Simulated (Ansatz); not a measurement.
CdI2 (CdI2 type)

```yaml
crystal:
  lattice:
    - [4.24228, 0.00000, 0.00000]
    - [-2.12114, 3.67393, 0.00000]
    - [0.00000, 0.00000, 6.82527]
  atoms:
    - { symbol: Cd, position: [0.00000, 0.00000, 0.00000] }
    - { symbol: I, position: [0.33333, 0.66667, 0.25350] }
    - { symbol: I, position: [0.66667, 0.33333, 0.74650] }
```

The volume is varied about the relaxed value V₀ at fixed cell shape. The atoms relax within the cell's symmetry.

The numbers are results of PBE-D3(BJ) (plane waves to 420 eV, PAW, scalar-relativistic; Ansatz, a quantum-chemistry and plane-wave program), not measurements. k mesh 9×9×5 (Γ-centred), Fermi-Dirac smearing 0.05 eV. Stress and pressure are positive under compression. CdI2 was relaxed with its symmetry unable to fall. Spin-orbit coupling is left out, though I is heavy. The PAW data are Ansatz's earlier set.

At one point of the scan the stress tensor (GPa) is:

```
   3.89     0.00     0.00
   0.00     3.89     0.00
   0.00     0.00     3.01
```

Problem. Which point is it?
A. V/V₀ = 0.840
B. V/V₀ = 0.960
C. V/V₀ = 0.920
D. V/V₀ = 0.880

Solution. D, V/V₀ = 0.880

(Under strain, the slope of the energy per volume gives the stress and its curvature an elastic modulus.)
